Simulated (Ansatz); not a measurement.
Input for Ansatz (plane-wave DFT, PAW):

```yaml
crystal:
  lattice:
    - [3.9488502886, 0.0, 0.0]
    - [-1.9744251443, 3.4198046657, 0.0]
    - [0.0, 0.0, 5.4052334732]
  atoms:
    - { symbol: Mn, position: [0.0, 0.0, 0.0], spin: 3.18 }
    - { symbol: Mn, position: [0.0, 0.0, 0.5], spin: 3.18 }
    - { symbol: Sb, position: [0.3333333333, 0.6666666667, 0.25] }
    - { symbol: Sb, position: [0.6666666667, 0.3333333333, 0.75] }
basis:
  ecutwfc: 420
kpoints:
  mp_grid: { grid: [12, 12, 8] }
hamiltonian:
  xc: pbesol
scf:
  occupations: { method: gaussian, width: 0.1 }
output:
  forces: true
  stress: true
  eigenvalues: true
  populations: true
magnetization:
  spin_polarized: true
relax:
  adjacent_minimum: "off"
  f_tol: 0.01
  max_steps: 30
  cell: { stress_tol: 0.1, fix: [volume] }
```

Launched with
```bash
ansatz run input.yaml --threads 1 --pin off --max-ram 2560MiB --backend cpu --events-out ev --progress --plain --runs-dir out
```

Level of theory: Ansatz 0.2.0, DFT PBEsol, scalar-relativistic, plane waves, PAW.

Abridged output (iterations and final results):

```
SCF iter   1: F=—  HF=-20552.048751 eV  |F-HF|=—  |Δ(HF+E_count)|=         —  Δρ=2.14e-2 (↑1.89e-2 ↓2.14e-2) dr2=8.05e-1  dr2_m=9.14e-2  M=5.865 μB ∫|m|=6.390 μB  β_m=0.30  ethr=1.32e-3  ⟨swp⟩=1.0  Hψ=39079  notcnv=0
Mixer restart at iter 1: flushing history
spin=Collinear: Kerker preconditioning applied to the charge; magnetization (m = ρ↑ − ρ↓) channel mixes plain (no charge-response kernel on spin).
SCF iter   2: F=—  HF=-20552.297474 eV  |F-HF|=—  |Δ(HF+E_count)|=   2.49e-1  Δρ=1.54e-2 (↑1.46e-2 ↓1.54e-2) dr2=7.20e-1  dr2_m=5.15e-2  M=5.862 μB ∫|m|=6.421 μB  β_m=0.52  ethr=1.32e-3  ⟨swp⟩=2.0  Hψ=9418  notcnv=0
SCF iter   3: F=—  HF=-20553.126838 eV  |F-HF|=—  |Δ(HF+E_count)|=   8.29e-1  Δρ=1.28e-2 (↑1.22e-2 ↓1.28e-2) dr2=7.42e-1  dr2_m=1.43e-2  M=5.788 μB ∫|m|=6.392 μB  β_m=0.67  ethr=1.20e-3  ⟨swp⟩=2.0  Hψ=9481  notcnv=0  defer=14
SCF iter   4: F=—  HF=-20553.622965 eV  |F-HF|=—  |Δ(HF+E_count)|=   4.96e-1  Δρ=5.94e-3 (↑4.41e-3 ↓5.94e-3) dr2=1.12e-1  dr2_m=8.25e-3  M=5.573 μB ∫|m|=6.219 μB  β_m=0.88  ethr=1.20e-3  ⟨swp⟩=3.0  Hψ=12832  notcnv=0  defer=489
SCF iter   5: F=—  HF=-20553.593392 eV  |F-HF|=—  |Δ(HF+E_count)|=         —  Δρ=1.29e-2 (↑1.29e-2 ↓1.68e-3) dr2=9.80e-2  dr2_m=2.86e-2  M=5.327 μB ∫|m|=5.946 μB  β_m=0.88  ethr=1.86e-4  ⟨swp⟩=2.0  Hψ=11578  notcnv=0  defer=518
Mixer restart at iter 5: flushing history
SCF iter   6: F=—  HF=-20553.624069 eV  |F-HF|=—  |Δ(HF+E_count)|=   3.07e-2  Δρ=9.74e-3 (↑9.74e-3 ↓1.80e-3) dr2=4.00e-2  dr2_m=1.56e-2  M=5.454 μB ∫|m|=6.078 μB  β_m=0.69  ethr=1.63e-4  ⟨swp⟩=2.1  Hψ=15510  notcnv=0  defer=525
SCF iter   7: F=—  HF=-20553.600671 eV  |F-HF|=—  |Δ(HF+E_count)|=   2.34e-2  Δρ=1.90e-3 (↑1.90e-3 ↓7.73e-4) dr2=6.20e-3  dr2_m=2.51e-4  M=5.390 μB ∫|m|=6.007 μB  β_m=0.76  ethr=6.66e-5  ⟨swp⟩=2.0  Hψ=14653  notcnv=0  defer=525
SCF iter   8: F=—  HF=-20553.600401 eV  |F-HF|=—  |Δ(HF+E_count)|=   2.70e-4  Δρ=8.52e-4 (↑8.52e-4 ↓2.70e-4) dr2=3.74e-4  dr2_m=9.77e-5  M=5.406 μB ∫|m|=6.025 μB  β_m=0.88  ethr=1.03e-5  ⟨swp⟩=2.0  Hψ=10110  notcnv=0  defer=525
SCF iter   9: F=—  HF=-20553.600407 eV  |F-HF|=—  |Δ(HF+E_count)|=   5.42e-6  Δρ=2.25e-4 (↑2.25e-4 ↓1.84e-4) dr2=8.16e-5  dr2_m=4.38e-7  M=5.400 μB ∫|m|=6.018 μB  β_m=0.94  ethr=6.23e-7  ⟨swp⟩=2.0  Hψ=10979  notcnv=0  defer=525
SCF iter  10: F=—  HF=-20553.600435 eV  |F-HF|=—  |Δ(HF+E_count)|=   2.87e-5  Δρ=7.54e-5 (↑3.53e-5 ↓7.54e-5) dr2=8.36e-6  dr2_m=4.16e-7  M=5.395 μB ∫|m|=6.013 μB  β_m=0.91  ethr=1.36e-7  ⟨swp⟩=2.2  Hψ=11152  notcnv=0  defer=525
SCF iter  11: F=—  HF=-20553.600435 eV  |F-HF|=—  |Δ(HF+E_count)|=   1.73e-7  Δρ=1.52e-5 (↑1.02e-5 ↓1.52e-5) dr2=6.47e-7  dr2_m=1.13e-8  M=5.393 μB ∫|m|=6.011 μB  β_m=0.96  ethr=1.39e-8  ⟨swp⟩=2.8  Hψ=12065  notcnv=0  defer=525
SCF iter  12: F=—  HF=-20553.600435 eV  |F-HF|=—  |Δ(HF+E_count)|=   4.53e-8  Δρ=8.79e-6 (↑7.53e-6 ↓8.79e-6) dr2=3.41e-8  dr2_m=3.94e-8  M=5.393 μB ∫|m|=6.011 μB  β_m=0.98  ethr=1.08e-9  ⟨swp⟩=1.8  Hψ=9051  notcnv=0  defer=525
SCF iter  13: F=-20553.600435 eV  HF=-20553.600435 eV  |F-HF|=1.97e-8  |Δ(HF+E_count)|=   1.73e-8  Δρ=3.46e-6 (↑2.95e-6 ↓3.46e-6) dr2=2.53e-8  dr2_m=1.80e-10  M=5.393 μB ∫|m|=6.011 μB  ethr=5.68e-11  ⟨swp⟩=7.7  Hψ=31114  notcnv=0
SCF 1 converged in 13 iterations: F = -20553.600435 eV  dr2 = 2.53e-8
relax step   1: F+E_penalty+E_count = -20553.60043505 eV  Δ(F+E_penalty+E_count) = +0.000e0 eV  max|allowed force component| = 7.748e-17 eV/Å  Δτ_max = 0.0000 Å  P = +1.980 GPa  Ω = 72.994 Å³  fix = [volume]  reactions: volume +1.980 GPa (13 SCF iters, dr2 threshold 1.00e-7 eV, accepted)
Initial density: handed on by an earlier stage of this run
Starting moments: Σ|m| = 6.36 μB on 2 of 4 sites; this step starts from the density that it was given
Initial wavefunctions: pseudopotential atomic-orbital guess (no wavefunctions were taken with the density)
SCF iter   1: F=—  HF=-20553.600438 eV  |F-HF|=—  |Δ(HF+E_count)|=         —  Δρ=1.71e-6 (↑1.71e-6 ↓1.62e-6) dr2=5.79e-9  dr2_m=1.66e-10  M=5.393 μB ∫|m|=6.011 μB  β_m=0.65  ethr=1.11e-7  ⟨swp⟩=3.1  Hψ=50904  notcnv=0
SCF iter   2: F=—  HF=-20553.600435 eV  |F-HF|=—  |Δ(HF+E_count)|=   2.94e-6  Δρ=2.79e-6 (↑2.79e-6 ↓8.36e-7) dr2=3.81e-9  dr2_m=1.86e-9  M=5.393 μB ∫|m|=6.011 μB  β_m=0.30  ethr=9.66e-12  ⟨swp⟩=3.0  Hψ=17736  notcnv=0
SCF iter   3: F=—  HF=-20553.600435 eV  |F-HF|=—  |Δ(HF+E_count)|=   1.71e-9  Δρ=8.41e-7 (↑4.44e-7 ↓8.41e-7) dr2=4.16e-10  dr2_m=1.43e-10  M=5.393 μB ∫|m|=6.011 μB  β_m=0.50  ethr=6.35e-12  ⟨swp⟩=2.1  Hψ=12161  notcnv=0
SCF iter   4: F=—  HF=-20553.600435 eV  |F-HF|=—  |Δ(HF+E_count)|=  6.55e-10  Δρ=4.27e-7 (↑2.84e-7 ↓4.27e-7) dr2=1.29e-10  dr2_m=6.79e-11  M=5.393 μB ∫|m|=6.011 μB  β_m=0.46  ethr=1.00e-12  ⟨swp⟩=2.0  Hψ=11629  notcnv=0
SCF iter   5: F=—  HF=-20553.600435 eV  |F-HF|=—  |Δ(HF+E_count)|=  6.55e-11  Δρ=2.84e-7 (↑2.84e-7 ↓2.64e-7) dr2=4.32e-11  dr2_m=4.37e-11  M=5.393 μB ∫|m|=6.011 μB  β_m=0.73  ethr=1.00e-12  ⟨swp⟩=1.0  Hψ=7601  notcnv=0
SCF iter   6: F=-20553.600435 eV  HF=-20553.600435 eV  |F-HF|=7.28e-12  |Δ(HF+E_count)|=  5.46e-11  Δρ=1.57e-7 (↑1.27e-7 ↓1.57e-7) dr2=4.90e-12  dr2_m=1.26e-11  M=5.393 μB ∫|m|=6.011 μB  ethr=1.00e-12  ⟨swp⟩=2.9  Hψ=24179  notcnv=0
SCF 2 converged in 6 iterations: F = -20553.600435 eV  dr2 = 4.90e-12
an SCF from antiferromagnetic starting moments (-3.18, 3.18, 0.00, 0.00 Bohr magnetons, atom by atom) was not made, so that it is not known whether that order lies lower: the deck asks for what bars it, or types moments that do (magnetization.spin_polarized, in the input reference, names some of the keys), or the run goes by scf.lower_state_search: light, the default, which as a rule tries one only behind a close that has lost an order of both signs, or on which an open d or half-filled 4f shell of a PAW file has lost a moment that was set nearer to Hund's than to what is left; or, under a Hubbard U, one that names an f shell that the input leaves bare beside given moments, or a larger momen ...
SCF converged after 6 iterations
Magnetization: 5.3933 μB (32.6966 up, 27.3034 down)
Absolute magnetization: 6.0184 μB (∫|ρ↑−ρ↓|, with the PAW one-centre terms)
Spin contamination: 0.1798 ħ² per cell (⟨S²⟩ above its minimum at these occupations)
Per-site moments (μB) at R_I (Å): [(2.71019591, 1.09322932), (2.71019591, 1.09322932), (-0.08364969, 1.09322932), (-0.08364969, 1.09322932)]
Free energy (F): -20553.600435 eV
Harris-Foulkes:  -20553.600435 eV  (|F-HF|=7.28e-12)
Internal energy: -20553.583999 eV  (E = F + TS)
E sigma→0 (E₀):  -20553.592217 eV
Entropy (-TS):   -0.016436 eV (-4.109 meV/atom)
Fermi energy:    14.721569 eV
--- Per-component energies (eV) ---
  E_band       = -682.232558
  E_kinetic    = 1034.182490
  E_local      = -6843.175155  (includes V_loc(G=0)·N_el)
  E_nonlocal   = 1225.182581
  E_hartree    = 2994.577369
  E_xc         = -503.280728
  E_vxc        = -487.051776  (∫ρ·V_xc dr)
  E_paw        = -11550.099358  (= ΣΔE_a)
  E_vpaw       = -1600.525547  (= ΣTr[D̂ρ^β])
  E_aug_tail   = -0.000024  (compensation charges beyond the density's cutoff)
  E_ewald      = -6911.974188
  E_core_change = 1.003015  (= ΣΔE_core)
  E_smearing   = -0.016436  (= −TS)
--- Forces (eV/Å), atoms counted from 1 ---
  atom   1  Mn     0.00000000     0.00000000     0.00000000
  atom   2  Mn     0.00000000     0.00000000     0.00000000
  atom   3  Sb     0.00000000     0.00000000     0.00000000
  atom   4  Sb     0.00000000     0.00000000     0.00000000
--- Stress (GPa, compression-positive) ---
        2.017351       0.000000       0.000000
        0.000000       2.017351       0.000000
        0.000000       0.000000       1.904865
  P = ⅓ Tr σ = 1.9799 GPa (19.799 kbar)
--- Band table (eV; the first three rows and the last of 190) ---
  k-point 0 ↑: bands = ["-65.6249", "-65.6072", "-34.6230", "-34.6230", "-34.6053", "-34.6053", "-34.4049", "-34.2321", "-14.2876", "-14.2876", "-14.2512", "-14.2449", "-14.2404", "-14.2404", "-14.2324", "-14.2324", "-14.2283", "-14.2283", "2.0390", "5.9470", "8.3461", "10.4964", "10.4964", "11.4339", "11.8556", "11.8556", "12.3250", "12.3250", "13.3494", "13.3494", "15.1016", "15.3937", "15.3937", "17.7657", "17.7657", "17.9257", "18.0350", "20.8372", "20.8372", "20.9076"]
  k-point 1 ↑: bands = ["-65.6242", "-65.6079", "-34.6223", "-34.6223", "-34.6060", "-34.6060", "-34.3984", "-34.2388", "-14.2861", "-14.2861", "-14.2509", "-14.2451", "-14.2441", "-14.2441", "-14.2303", "-14.2303", "-14.2281", "-14.2281", "2.1189", "5.5246", "8.8538", "10.5503", "10.5503", "11.4849", "11.8927", "11.8927", "12.2406", "12.2406", "13.2113", "13.2113", "14.9836", "15.6005", "15.6005", "17.5979", "17.7398", "17.7398", "18.0865", "20.7644", "20.7644", "21.0653"]
  k-point 2 ↑: bands = ["-65.6223", "-65.6098", "-34.6204", "-34.6204", "-34.6079", "-34.6079", "-34.3798", "-34.2576", "-14.2821", "-14.2821", "-14.2512", "-14.2512", "-14.2501", "-14.2456", "-14.2279", "-14.2279", "-14.2275", "-14.2275", "2.3574", "4.7416", "9.8632", "10.7087", "10.7087", "11.6134", "11.9996", "11.9996", "12.0010", "12.0010", "12.9304", "12.9304", "14.7210", "16.0751", "16.0751", "16.6275", "17.6476", "17.6476", "18.5238", "20.6270", "20.6270", "21.2344"]
  k-point 94 ↓: bands = ["-62.7298", "-62.7298", "-31.7132", "-31.7132", "-31.7122", "-31.7122", "-31.6353", "-31.6353", "-14.2978", "-14.2978", "-14.2879", "-14.2879", "-14.2570", "-14.2570", "-14.2475", "-14.2475", "-14.2464", "-14.2464", "5.1335", "5.1335", "9.4560", "9.4560", "10.2268", "10.2268", "13.1092", "13.1092", "14.7631", "14.7631", "14.9735", "14.9735", "15.6543", "15.6543", "15.9057", "15.9057", "19.5392", "19.5392", "21.7017", "21.7017", "22.9689", "22.9689"]
--- Relaxed structure (1 steps of the walk, 1 accepted, 1 SCFs on fresh bases) ---
  F+E_penalty+E_count = -20553.60043507 eV   max|allowed force component| = 7.864e-17 eV/Å   (the final SCF, on the basis selected at the relaxed cell)
  cell:  # Å, volume = 72.9939 Å³
    - [3.94885028, 0.0, 0.0]
    - [-1.97442514, 3.41980466, 0.0]
    - [0.0, 0.0, 5.4052334732]
  atoms:
    - { symbol: Mn, position: [0.0, 0.0, 0.0] }
    - { symbol: Mn, position: [0.0, 0.0, 0.5] }
    - { symbol: Sb, position: [0.33333333, 0.66666666, 0.25] }
    - { symbol: Sb, position: [0.66666666, 0.33333333, 0.75] }
--- Löwdin populations: 4 sites ---
  site symbol q [e]    m [muB]
     0     Mn     14.5760     2.8715
     1     Mn     14.5760     2.8715
     2     Sb     15.2347    -0.1828
     3     Sb     15.2347    -0.1828
  spilling = 0.006310 (of n_electrons = 60.000000)
```

The relaxation met its thresholds.

Time: 2.7 min on 1 thread of AMD EPYC (Zen 3) (shared host), peak memory 0.7 GiB.

Spin-orbit coupling is left out, which matters for the bands of heavy elements. Only parallel moments were tried here.